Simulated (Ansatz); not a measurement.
MgCd₃ (space group P6_3/mmc)

```
MgCd3
1.0
    6.26456     0.00000     0.00000
   -3.13228     5.42527     0.00000
    0.00000     0.00000     4.94385
Mg Cd
2 6
Cartesian
  3.13228   1.80842   3.70789
  0.00000   3.61685   1.23596
  1.56217   4.51876   3.70789
  1.57011   0.90651   1.23596
  3.13228   3.61226   1.23596
  0.00000   1.81301   3.70789
 -1.56217   4.51876   3.70789
  4.69445   0.90651   1.23596
```

The slice is a (-1 1 0 0) plane (indices of the conventional cell) through the point (0.667, 0.333, 0.750) (fractional), spanned by u = [001] and v = [110] in vectors of this cell: u (4.94 Å) and v (6.26 Å, at 90° to u). It covers one period; positions are fractions (u, v).

The numbers are results of r2SCAN (plane waves to 500 eV, PAW, scalar-relativistic; Ansatz, an electronic-structure program), not measurements. k mesh 9×9×10. Inside the PAW spheres the values are not all-electron values, and peaks at nuclei hang on which shells count as valence. MgCd3 was relaxed with its symmetry unable to fall.

Three fields on this plane, each scaled to ten steps between its own extremes (0 low, 9 high; the total valence density on a logarithmic scale, the potential cut 8 eV below its top; x marks points blanked near nuclei; v = 0 in the bottom row):

Map A
```
|xxxx698666896xxx|
|xxx07753335770xx|
|xx0675322235760x|
|56786324x4236876|
|7777533xxx335777|
|33455324x4235543|
|xx2354323234532x|
|xxx24654345642xx|
|xxxx368777863xxx|
|xxxx269999962xxx|
|xxxx368777863xxx|
|xxx24654345642xx|
|xx2354323234532x|
|33455324x4235543|
|7777533xxx335777|
|56786324x4236876|
|xx0675322235760x|
|xxx07753335770xx|
|xxxx698666896xxx|
|xxxx499888994xxx|
```

Map B
```
|xxxx689999986xxx|
|xxx37887678873xx|
|xx3687520257863x|
|56788620x0268876|
|7899960xxx069998|
|56799720x0279976|
|xx2688520258862x|
|xxx17887678871xx|
|xxxx699989996xxx|
|xxxx599999995xxx|
|xxxx699989996xxx|
|xxx17887678871xx|
|xx2688520258862x|
|56799720x0279976|
|7899960xxx069998|
|56788620x0268876|
|xx3687520257863x|
|xxx37887678873xx|
|xxxx689999986xxx|
|xxxx589999985xxx|
```

Map C
```
|xxxx001222100xxx|
|xxx00123432100xx|
|xx0002467642000x|
|00001369x9631000|
|1100137xxx731001|
|44211369x9631124|
|xx7322467642237x|
|xxx73223432237xx|
|xxxx421111124xxx|
|xxxx521111125xxx|
|xxxx421111124xxx|
|xxx73223432237xx|
|xx7322467642237x|
|44211369x9631124|
|1100137xxx731001|
|00001369x9631000|
|xx0002467642000x|
|xxx00123432100xx|
|xxxx001222100xxx|
|xxxx001111100xxx|
```

Q: Assign the maps to these fields: electron localisation function (ELF); valence electron density; electrostatic potential energy of an electron, from the cell's mean.

A: A is the electron localisation function (ELF); B is the electrostatic potential energy of an electron, from the cell's mean; C is the valence electron density.
